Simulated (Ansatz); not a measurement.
A geometry of Y away from equilibrium: the start of the relaxation of a relaxed Y cell deformed by the Cartesian strain tensor (xx, yy, zz, yz, xz, xy) = (0.114, 0.049, -0.054, 0.013, 0.028, -0.021). Computed with r2SCAN (plane waves to 500 eV, PAW, scalar-relativistic; Ansatz, a quantum-chemistry and plane-wave program). Γ-centred k-mesh 10×10×6 on the run's cell (coarser than for final values), Fermi–Dirac smearing 0.05 eV.

```xyz
2
Lattice="4.1024 -0.0773 0.1013 -2.1182 3.3841 -0.0092 0.1567 0.0741 5.3908" Properties=species:S:1:pos:R:3 pbc="T T T"
Y      0.0729     2.2859     4.0707
Y      2.0680     1.0950     1.4121
```

Give the Cartesian forces on all atoms (eV/Å).


```
atom     Fx     Fy     Fz
----  -----  -----  -----
Y1     0.11  -0.14  -0.01
Y2    -0.11   0.14   0.01
```

What is the pressure?

-3.3 GPa, compression positive.

No spin polarisation in the result.

The run could not lose the symmetry of its start.
